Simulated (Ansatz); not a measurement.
A geometry of SiPbO₃ away from equilibrium: step 2 of the relaxation of a generated cell, SiPbO3 placed in the GdFeO3 structure type. Level of theory: r2SCAN (plane waves to 500 eV, PAW, scalar-relativistic; Ansatz, a quantum-chemistry and plane-wave program). Γ-centred k-mesh 4×3×4 on the run's cell (coarser than for final values), Fermi–Dirac smearing 0.05 eV.

```
CELL_PARAMETERS angstrom
      5.33649     0.00000     0.00000
      0.00000     7.57541     0.00000
      0.00000     0.00000     5.41917
ATOMIC_POSITIONS crystal
  Pb 0.49653 0.25000 0.99423
  Pb 0.99653 0.25000 0.50577
  Pb 0.50347 0.75000 0.00577
  Pb 0.00347 0.75000 0.49423
  Si 0.00000 0.00000 0.00000
  Si 0.50000 0.50000 0.50000
  Si 0.00000 0.50000 0.00000
  Si 0.50000 0.00000 0.50000
  O  0.00340 0.25000 0.03552
  O  0.50340 0.25000 0.46448
  O  0.99660 0.75000 0.96448
  O  0.49660 0.75000 0.53552
  O  0.26972 0.51935 0.23152
  O  0.76972 0.98065 0.26848
  O  0.73028 0.01935 0.76848
  O  0.23028 0.48065 0.73152
  O  0.73028 0.48065 0.76848
  O  0.23028 0.01935 0.73152
  O  0.26972 0.98065 0.23152
  O  0.76972 0.51935 0.26848
```

Problem. Which atoms carry the largest force, and which way does it point?

Solution. 0.75 eV/Å, on O13, O14, O15, O16, O17, O18, O19, O20 (atoms numbered as listed); on O13 its components are (-0.43, -0.51, 0.37).

Problem. What is the pressure?

Solution. -11.6 GPa, compression positive.

Problem. How far above the relaxed end point is this geometry?

Solution. 0.07 eV/atom; the path ends in Pm-3m (No. 221) (cubic perovskite type).

No spin polarisation in the result.

The run could not lose the symmetry of its start.

The first start was generated by placing the elements on the sites of a structure type. Materials Project lists a structure of SiPbO3 in the same space group, Pm-3m (No. 221); the sites were not compared with it, nor with measured phases.
